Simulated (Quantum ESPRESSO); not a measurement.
# One change at a time to AgAl4Zr3

Calculated results; nothing here was measured. They come from Quantum ESPRESSO 7.5, a public plane-wave density functional program. Each row is one single-point run on a made-up periodic cell of eight metal atoms, with elements, volume, strain and displacements drawn at random and not relaxed, so a cell may be unstable or far from any real phase. There is no spin polarisation or spin-orbit coupling.

Settings: PBE unless stated; PseudoDojo standard norm-conserving files; Fermi-Dirac width 0.25 eV, which means electrons at about 2900 K; cutoff 1143 eV; 5 x 5 x 5 k mesh shifted half a step off Gamma. E is the free energy of the whole cell (internal energy minus TS), so a -TS column is already part of it. Stress is positive in tension, and the pressure P is minus a third of its trace.

Checks: one run of this series was repeated at a higher cutoff and on a denser mesh, which moved values by no more than 0.005 eV, 0.03 GPa and 0.004 eV/Å, and a second program with other atomic files agreed on it to 2 % rms in force and 0.5 GPa in pressure. Known limits: a spin test at this wide smearing found no moment, but such smearing suppresses magnetism that the real alloy may have.

The lattice is face-centred cubic, and the cell vectors in Å are (-0.085, 4.150, 4.095); (4.220, -0.090, 4.100); (4.195, 4.131, -0.065), a volume of 146.89 Å³ in run 1. The elements on sites 1 to 8 are Al Al Zr Zr Al Zr Ag Al. Each later run makes one change to run 1 and keeps the rest. E is counted from run 1, and is n/a where other atomic files have another zero of energy.

```
run                           change  V (Å³)  P (GPa)  -TS (eV)  rms force (eV/Å)  largest change of a force component (eV/Å)  E (eV)
  1                             none  146.89     3.68    -0.995             0.391                                       0.000   0.000
  2          sites 4 and 5 exchanged  146.89     3.57    -0.997             0.355                                       0.545  -0.012
  3    all lengths scaled by -0.55 %  144.47     5.59    -0.979             0.411                                       0.051       ?
  4           PBEsol in place of PBE  146.89     0.25    -0.996             0.378                                       0.035     n/a
  5  site 2 moved by -0.22 Å along z  146.89     4.20    -1.000             0.564                                       1.699   0.206
```

## Worked estimate

Along a uniform scaling dE = -P dV. The mean of the two pressures is 4.635 GPa and the volume changes by -2.42 Å³, with 160.2 GPa to one eV/Å³. The same two rows give -V dP/dV = 115 GPa for this cell with clamped atoms, which is not the bulk modulus of a real alloy.

## Withheld value

Question: what E should run 3 give?

The estimate is 0.070 eV. The calculation gave 0.070 eV.
